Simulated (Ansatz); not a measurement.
Ge (diamond, Fd-3m) at seven volumes, DFT-LDA in the program Ansatz with PAW potentials, scaled uniformly. One row is withheld.

| V (Å³/atom) | P (GPa) |
|---|---|
| 20.213 | 8.50 |
| 20.880 | ? |
| 21.546 | 2.34 |
| 22.212 | 0.00 |
| 22.879 | -1.98 |
| 23.545 | -3.64 |
| 24.212 | -5.01 |

### Question
Fit the shown pressures and predict the withheld one.

### Answer
P = (3/2)B₀(x^(7/2) − x^(5/2))[1 + (3/4)(B′ − 4)(x − 1)] with x = (V₀/V)^(2/3). Least squares on the six rows gives V₀ = 22.210 Å³/atom, B₀ = 71.7 GPa, B′ = 4.87. At V = 20.880, x = 1.0420 and P = 5.15 GPa. The run itself gave 5.15 GPa.

Symmetry was held in the LDA relaxation.

Potentials: the later of the program's two PAW sets.
